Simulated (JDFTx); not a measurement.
An input for JDFTx (a modified build) (Pt(110), CANDLE, water, 1 M NaF; bohr, hartree) and the course of its log:

```
lattice \
  7.4514735683 0.0000000000 0.0000000000 \
  0.0000000000 5.2689874820 0.0000000000 \
  0.0000000000 0.0000000000 40.8180842919
coords-type Lattice
ion Pt 0.0000000000 0.0000000000 -0.1290846340 0
ion Pt 0.5000000000 0.5000000000 -0.0645423170 0
ion Pt 0.0000000000 0.0000000000 0.0000000000 0
ion Pt 0.5000000000 0.5000000000 0.0645423170 0
ion Pt 0.0000000000 0.0000000000 0.1290846340 0
ion-species pseudo/pt_pbe_v1.4.upf
elec-cutoff 20 100
elec-ex-corr gga-PBE
coulomb-interaction Slab 001
coulomb-truncation-embed 0 0 0
kpoint-folding 6 8 1
elec-smearing Fermi 0.003
elec-n-bands 53
target-mu -0.165004
electronic-scf nIterations 100 energyDiffThreshold 1e-07
fluid LinearPCM
pcm-variant CANDLE
fluid-solvent H2O
fluid-cation Na+ 1
fluid-anion F- 1
fluid-minimize nIterations 400 knormThreshold 1e-11
wavefunction read 003_f0.wfns
elec-initial-eigenvals 003_f0.eigenvals
elec-initial-fillings read 003_f0.fillings
fluid-initial-state 003_f0.fluidState
dump-name 003_f0_u0.$VAR
dump End State Ecomponents EigStats BandEigs Forces ElecDensity IonicPositions Fillings Kpoints Dtot FluidDebug BoundCharge FluidDensity
```

```
[one cycle in 5 is shown, and the last three; fluid-solver lines are left out]
	FillingsUpdate:  mu: -0.165004000  nElectrons: 83.504041
SCF: Cycle:  0   G: -429.058406118064397   dG: +2.425e+00   |Residual|: 2.684e-01   |deigs|: 1.763e-08
	FillingsUpdate:  mu: -0.165004000  nElectrons: 80.790410
SCF: Cycle:  5   G: -431.408892574697347   dG: -4.678e-02   |Residual|: 4.617e-02   |deigs|: 1.114e-03
	FillingsUpdate:  mu: -0.165004000  nElectrons: 82.807761
SCF: Cycle: 10   G: -429.948688401446418   dG: +1.433e+00   |Residual|: 2.108e-01   |deigs|: 1.007e-02
	FillingsUpdate:  mu: -0.165004000  nElectrons: 83.614239
SCF: Cycle: 15   G: -428.843195963236781   dG: +5.065e-01   |Residual|: 2.769e-01   |deigs|: 4.321e-03
	FillingsUpdate:  mu: -0.165004000  nElectrons: 83.380008
SCF: Cycle: 20   G: -429.178241684189459   dG: +2.870e-01   |Residual|: 2.630e-01   |deigs|: 3.718e-03
	FillingsUpdate:  mu: -0.165004000  nElectrons: 83.533341
SCF: Cycle: 25   G: -429.152301369263114   dG: +5.512e-01   |Residual|: 2.642e-01   |deigs|: 5.110e-03
	FillingsUpdate:  mu: -0.165004000  nElectrons: 83.406308
SCF: Cycle: 30   G: -429.160273159762369   dG: +1.426e-01   |Residual|: 2.577e-01   |deigs|: 1.635e-03
	FillingsUpdate:  mu: -0.165004000  nElectrons: 85.543622
SCF: Cycle: 35   G: -424.756803255864952   dG: +1.716e-01   |Residual|: 3.856e-01   |deigs|: 1.675e-03
	FillingsUpdate:  mu: -0.165004000  nElectrons: 80.154750
SCF: Cycle: 40   G: -431.477943619623147   dG: -5.737e-02   |Residual|: 1.694e-02   |deigs|: 2.862e-03
	FillingsUpdate:  mu: -0.165004000  nElectrons: 81.711687
SCF: Cycle: 45   G: -431.088008613601914   dG: +3.554e-01   |Residual|: 1.085e-01   |deigs|: 6.565e-03
	FillingsUpdate:  mu: -0.165004000  nElectrons: 80.318187
SCF: Cycle: 50   G: -431.487512966567238   dG: -2.842e-04   |Residual|: 6.602e-03   |deigs|: 4.566e-04
	FillingsUpdate:  mu: -0.165004000  nElectrons: 80.427796
SCF: Cycle: 55   G: -431.487658581948722   dG: +1.373e-04   |Residual|: 4.349e-03   |deigs|: 1.479e-04
	FillingsUpdate:  mu: -0.165004000  nElectrons: 80.371350
SCF: Cycle: 60   G: -431.488446248439573   dG: -3.471e-06   |Residual|: 6.006e-05   |deigs|: 8.156e-05
	FillingsUpdate:  mu: -0.165004000  nElectrons: 80.373445
SCF: Cycle: 65   G: -431.488445443021703   dG: -1.448e-06   |Residual|: 1.282e-04   |deigs|: 4.650e-05
	FillingsUpdate:  mu: -0.165004000  nElectrons: 80.370624
SCF: Cycle: 70   G: -431.488445815280784   dG: +5.545e-07   |Residual|: 9.909e-05   |deigs|: 3.312e-05
	FillingsUpdate:  mu: -0.165004000  nElectrons: 80.372889
SCF: Cycle: 75   G: -431.488446035066772   dG: -4.985e-07   |Residual|: 8.934e-05   |deigs|: 1.601e-05
	FillingsUpdate:  mu: -0.165004000  nElectrons: 80.371364
SCF: Cycle: 80   G: -431.488446333736078   dG: -1.694e-08   |Residual|: 3.492e-05   |deigs|: 8.147e-06
	FillingsUpdate:  mu: -0.165004000  nElectrons: 80.368374
SCF: Cycle: 85   G: -431.488442167709536   dG: +4.202e-06   |Residual|: 2.690e-04   |deigs|: 2.630e-05
	FillingsUpdate:  mu: -0.165004000  nElectrons: 80.371810
SCF: Cycle: 90   G: -431.488446375338810   dG: -2.287e-07   |Residual|: 2.246e-05   |deigs|: 5.256e-06
	FillingsUpdate:  mu: -0.165004000  nElectrons: 80.372275
SCF: Cycle: 95   G: -431.488446296476582   dG: -5.903e-06   |Residual|: 3.930e-05   |deigs|: 1.760e-05
	FillingsUpdate:  mu: -0.165004000  nElectrons: 80.376344
SCF: Cycle: 97   G: -431.488438984728134   dG: +7.382e-06   |Residual|: 3.590e-04   |deigs|: 1.721e-05
	FillingsUpdate:  mu: -0.165004000  nElectrons: 80.372258
SCF: Cycle: 98   G: -431.488446311427367   dG: -7.327e-06   |Residual|: 4.440e-05   |deigs|: 1.512e-05
	FillingsUpdate:  mu: -0.165004000  nElectrons: 80.371935
SCF: Cycle: 99   G: -431.488446370562883   dG: -5.914e-08   |Residual|: 1.432e-05   |deigs|: 2.393e-06
SCF: None of the convergence criteria satisfied after 100 iterations.
IonicMinimize: Iter:   0  G: -431.488446370562883  |grad|_K:  0.000e+00
IonicMinimize: Converged (|grad|_K<1.000000e-04).
```

This run gave no converged result. The loop ran out of cycles short of its threshold. It has stalled and not diverged: the last ten energies span 7e-06 Ha, so the total is near its end, but levels, forces and the electron count aren't shown converged.
